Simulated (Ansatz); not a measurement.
CaF$_{2}$ in space group Pmc2_1 (No. 26; Ca on 2a, F on 2b, F on 2a), DFT-LDA in the program Ansatz with PAW potentials. The conduction-band minimum lies at Γ, with 1 equivalent valley. Second derivatives d²E/dk² of the lowest band at one valley (eV·Å²), along Cartesian directions:

```csv
direction,d²E/dk²
[100],13.28
[010],6.133
[001],10.43
[110],9.709
[101],11.86
[011],8.281
```

**Question.** Find the principal effective masses, the density-of-states mass and the conductivity mass.

**Answer.** Off-diagonal terms follow from H_xy = H[110] − (H_xx + H_yy)/2, and m*/mₑ = 7.620 eV·Å² over each eigenvalue: 0.57, 0.73, 1.2. One valley's DOS mass (m₁m₂m₃)^(1/3) = 0.80, conductivity mass 3/(Σ 1/mᵢ) = 0.77 mₑ.

**Question.** What effective density of states Nc follows at 300 K for parabolic valleys?

**Answer.** Nc = 2.509e19 × 1 × (0.80)^(3/2) ≈ 1.8e19 cm⁻³.

The first step of the workflow began from a Materials Project structure, measured or hypothetical; the Crystallography Open Database copy checked does not list it. It is not the phase usual at ambient conditions (space group No. 225). Symmetry was held in the LDA relaxation; its stability against distortions is not shown here.

Potentials: the earlier of the program's two PAW sets.

Edges and masses are those of Kohn–Sham bands, whose gap is no quasiparticle gap.
